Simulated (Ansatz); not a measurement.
The relaxed structure here is a generated cell of Be: the first start was made by placing the elements on the sites of a structure type, and the end was not matched to a known phase here, so it may be hypothetical. Known forms of Be include space group No. 194.

A relaxed cell of Be (Ia-3 (No. 206)), relaxed on a k-mesh at least as fine as the one used below. Method: PBEsol (plane waves to 420 eV, PAW, scalar-relativistic; Ansatz, a quantum-chemistry and plane-wave program). Γ-centred k-mesh 8×8×8 on the run's cell (coarser than for final values), Fermi–Dirac smearing 0.05 eV.

```yaml
crystal:
  lattice:
    - [-2.87574, 2.87574, 2.87574]
    - [2.87574, -2.87574, 2.87574]
    - [2.87574, 2.87574, -2.87574]
  atoms:
    - { symbol: Be, position: [0.25855, 0.25855, 0.25855] }
    - { symbol: Be, position: [0.50000, 0.00000, 0.24145] }
    - { symbol: Be, position: [0.00000, 0.24145, 0.50000] }
    - { symbol: Be, position: [0.24145, 0.50000, 0.00000] }
    - { symbol: Be, position: [0.74145, 0.74145, 0.74145] }
    - { symbol: Be, position: [0.50000, 0.00000, 0.75855] }
    - { symbol: Be, position: [0.00000, 0.75855, 0.50000] }
    - { symbol: Be, position: [0.75855, 0.50000, 0.00000] }
```

The atoms are displaced by (Å):

```tsv
atom	ux	uy	uz
Be1	-0.044	-0.027	-0.123
Be2	-0.073	0.058	-0.041
Be3	0.053	0.077	0.080
Be4	0.074	0.014	0.046
Be5	-0.080	-0.039	0.029
Be6	0.038	-0.108	0.091
Be7	-0.018	-0.003	0.059
Be8	-0.125	0.131	-0.047
```

### Question
What forces (eV/Å) and pressure result?

### Answer
```csv
atom,Fx,Fy,Fz
Be1,-0.88,-0.26,0.04
Be2,0.82,0.14,1.60
Be3,0.67,-0.14,-0.31
Be4,-0.48,0.79,-1.12
Be5,0.25,-0.18,-0.87
Be6,-1.35,0.01,-0.87
Be7,0.05,-0.38,0.08
Be8,0.93,0.02,1.45
```

Pressure +0.8 GPa.

The undisplaced cell is probably no minimum: from this displacement the run went on to P6₃/mmc (No. 194), 1.44 eV/atom below it.

No spin polarisation in the result.
